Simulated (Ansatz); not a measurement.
## Mg2ZnS3: relaxed-ion elastic tensor

All numbers below come from Ansatz, DFT PBE, scalar-relativistic, plane waves, PAW. Settings: 420 eV plane-wave cutoff, Γ-centred 10×10×10 mesh, fixed occupations. No spin polarisation.

Equilibrium structure at this level:
```xyz
6
Lattice="-1.8349 1.8349 7.7882 1.8349 -1.8349 7.7882 1.8349 1.8349 -7.7882" Properties=species:S:1:pos:R:3 pbc="T T T"
Mg    0.0000    0.0000   10.3630
Mg    0.0000    0.0000    5.2134
Zn    0.0000    0.0000    0.0000
S     0.0000    0.0000    2.5669
S     0.0000    0.0000   13.0095
S     0.0000    0.0000    7.7882
```

The cell was found from a structure generator's guess, not taken from experiment.

Q: Give the relaxed-ion elastic constants (GPa, Voigt order xx yy zz yz xz xy, on the Cartesian axes of the cell above).

A:
```
145.9  37.2  48.0   0.0   0.0   0.0
 37.2 145.9  48.0   0.0   0.0   0.0
 48.0  48.0 134.7   0.0   0.0   0.0
  0.0   0.0   0.0  52.7   0.0   0.0
  0.0   0.0   0.0   0.0  52.7   0.0
  0.0   0.0   0.0   0.0   0.0  44.9
```

Q: Is the crystal stable against homogeneous strain?

A: Yes: the least eigenvalue of the tensor is 44.9 GPa.

Q: And the moduli of a polycrystal (Hill averages)?

A: B = 77 GPa, G = 49 GPa, E = 122 GPa, ν = 0.24.
